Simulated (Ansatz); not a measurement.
Input:

PbF2:
Space group Fm-3m (No. 225); a = 5.811 Å, b = 5.811 Å, c = 5.811 Å, α = 90.00°, β = 90.00°, γ = 90.00°

```
atom  site  symmetry       x       y       z
----  ----  --------  ------  ------  ------
Pb      4a      m-3m  0.0000  0.0000  0.0000
F       8c      -43m  0.2500  0.2500  0.2500
```
(The calculation used a cell of 3 atoms; values per cell refer to that cell.)

This is the LDA-relaxed structure.

**Question.** All from LDA (plane waves, PAW; program Ansatz), unless another level is named. Predict the Debye temperature from the elastic constants.

**Answer.** 231 K.

**Question.** Predict the elastic constants (relaxed ions, GPa).

**Answer.** C11 = 124, C12 = 70.1, C44 = 24.4.

**Question.** Give the vibrational entropy at 300 K.

**Answer.** 36.0 J/(K·mol of atoms).

The LDA relaxation kept the symmetry of its start; phonons on a q-mesh show no instability. Spin–orbit coupling is left out wherever it is not named.

Potentials: the later of the program's two PAW sets.
